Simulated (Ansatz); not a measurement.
Relax this structure to zero stress and force, keeping its symmetry:

```yaml
crystal:
  lattice:
    - [2.00602, 1.15818, 12.30965]
    - [-2.00602, 1.15818, 12.30965]
    - [0.00000, -2.31635, 12.30965]
  atoms:
    - { symbol: Te, position: [0.44744, 0.44744, 0.44744] }
    - { symbol: Te, position: [0.55256, 0.55256, 0.55256] }
    - { symbol: Te, position: [0.29606, 0.29606, 0.29606] }
    - { symbol: Te, position: [0.70394, 0.70394, 0.70394] }
    - { symbol: Pt, position: [0.00000, 0.00000, 0.00000] }
    - { symbol: Pt, position: [0.14667, 0.14667, 0.14667] }
    - { symbol: Pt, position: [0.85333, 0.85333, 0.85333] }
```

Method: DFT r2SCAN, scalar-relativistic, plane waves, PAW in Ansatz.

Plane waves to 500 eV, a k mesh through Γ of 12×12×12 on the computed 7-atom cell and Gaussian smearing (0.10 eV); no spin polarisation.

What does it relax to?

The volume goes down by 0.03 Å³/atom to 24.49 Å³/atom, and the energy falls by 0.2 meV/atom. Final structure:
```
Te Pt
1.0
     2.00318    1.15654   12.33024
    -2.00318    1.15654   12.33024
     0.00000   -2.31308   12.33024
Te Pt
4 3
Direct
  0.44713 0.44713 0.44713
  0.55287 0.55287 0.55287
  0.29594 0.29594 0.29594
  0.70406 0.70406 0.70406
  0.00000 0.00000 0.00000
  0.14671 0.14671 0.14671
  0.85329 0.85329 0.85329
```

Course of the relaxation (steps run on the plane waves of an earlier cell, and the basis is chosen afresh near the end, so energy and pressure can step there; trial steps that raised the energy were taken back; energies are free energies):

| step | E − E_final (meV/atom) | largest force component (eV/Å) | P (GPa) | V (Å³/atom) |
| --- | --- | --- | --- | --- |
| 1 | 0.2 | 0.099 | 0.12 | 24.51 |
| 2 | 3.0 | 0.289 | -0.36 | 24.18 |
| 3 | 0.0 | 0.027 | -0.03 | 24.48 |
| 4 | 0.0 | 0.013 | 0.08 | 24.47 |
| 5 | 0.0 | 0.007 | 0.01 | 24.49 |
| 6 | 0.0 | 0.000 | 0.00 | 24.49 |
| 7 | 0.0 | 0.000 | 0.00 | 24.49 |

Spin–orbit coupling is left out, which can shift energies with elements as heavy as these.

Cost: 1 run of about 26 core-minutes, on Intel Xeon Platinum 8375C (Ice Lake) (shared hosts).